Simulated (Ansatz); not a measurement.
In PBE (plane waves, PAW; program Ansatz), SiGe in the orthorhombic phase (Pmma; Si on 2e, Si on 2f, Ge on 2e, Ge on 2f) relaxes to a = 3.965 Å, b = 3.962 Å, c = 11.205 Å. Si on 2e has 4 nearest neighbours from 2.39 Å (tetrahedral); Si on 2f has 4 nearest neighbours from 2.39 Å (tetrahedral); Ge on 2e has 4 nearest neighbours from 2.43 Å (tetrahedral); Ge on 2f has 4 nearest neighbours from 2.46 Å (tetrahedral). Against the elements it lies at 0.018 eV/atom, with no fitted shifts.

The Kohn–Sham gap is 0.37 eV (indirect). Gap from PBE with spin–orbit coupling: 0.32 eV. Electrons at the band edge weigh 0.15, 0.29, 3.3 mₑ (principal values). The hole mass is 0.055, 0.25, 2.1 mₑ (principal values).

An equation-of-state fit gives a bulk modulus of 73.9 GPa.

The start of the workflow was typed in or built on a structure type; neither database checked (COD, Materials Project) lists it. Whether it is the stable phase at ambient conditions was not checked. The PBE relaxation kept the symmetry of its start; its stability against distortions is not shown here. The references are the lowest solids computed at this level, not always the standard phases. Spin–orbit coupling is left out wherever it is not named.

Potentials: the later of the program's two PAW sets.
